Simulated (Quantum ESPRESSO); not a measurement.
Space group R-3, hexagonal axes (No. 148); a = b = 5.115 Å, c = 13.671 Å, α = β = 90.00°, γ = 120.00°

```json
[
 {"atom": "Li", "site": "3b", "symmetry": "-3.", "x": "0.0000", "y": "0.0000", "z": "0.5000"},
 {"atom": "F", "site": "18f", "symmetry": "1", "x": "0.3848", "y": "0.0049", "z": "0.2517"},
 {"atom": "Nb", "site": "3a", "symmetry": "-3.", "x": "0.0000", "y": "0.0000", "z": "0.0000"}
]
```
(The calculation used a cell of 8 atoms; values per cell refer to that cell.)

The geometry is that of Materials Project entry mp-1078799, symmetrised and not relaxed again.

**Question.** What does LDA (Quantum ESPRESSO, PseudoDojo norm-conserving, 84 Ry, scalar-relativistic) give for the electronic structure near the Fermi level?

**Answer.** The LDA gap is indirect, 5.28 eV, from 20 % of the way from Γ to X to L; the smallest direct gap is 5.34 eV. Another valence extremum on the path lies within 0.02 eV, too close to call. Spin-orbit splittings are left out.

The structure is a Materials Project entry; no match was found in the copy of COD used, and its stability was not checked.
